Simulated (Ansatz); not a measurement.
Cu Kα1 powder pattern (kinematic, no thermal factors).
```csv
2θ (°),relative intensity
17.32,63
20.02,3
28.47,97
33.52,100
35.05,5
40.70,8
44.53,18
45.76,2
50.41,41
53.71,34
58.91,22
61.90,14
66.71,17
69.51,12
70.43,2
74.07,2
76.75,8
81.16,20
83.78,21
88.13,3
```

The pattern is computed from a structure relaxed with Ansatz 0.2.0, DFT PBE, scalar-relativistic, plane waves, PAW, and for the lanthanide a 4f-in-core norm-conserving potential. No spin polarisation. Its elements are Na, Sb, Tm.

**Question.** Give the structure.

**Answer.** Na4TmSb.
Space group F-43m (No. 216). a = 8.861 Å, b = 8.861 Å, c = 8.861 Å, α = 90.00°, β = 90.00°, γ = 90.00°
| atom | site | symmetry | x | y | z |
| --- | --- | --- | --- | --- | --- |
| Na | 16e | .3m | 0.8752 | 0.3752 | 0.1248 |
| Tm | 4a | -43m | 0.0000 | 0.0000 | 0.0000 |
| Sb | 4c | -43m | 0.2500 | 0.2500 | 0.2500 |

A pattern alone doesn't exclude other cells with like lines; this is the one computed.

Another cell of Na4TmSb relaxed alike, in P6/mmm, lies 266 meV/atom lower, so this cell isn't the stable form at this level.

It was reached by relaxing an invented guess, and it needn't be the stable form of this composition.

The lanthanide is trivalent by construction, without f bands, f moments or other valences.
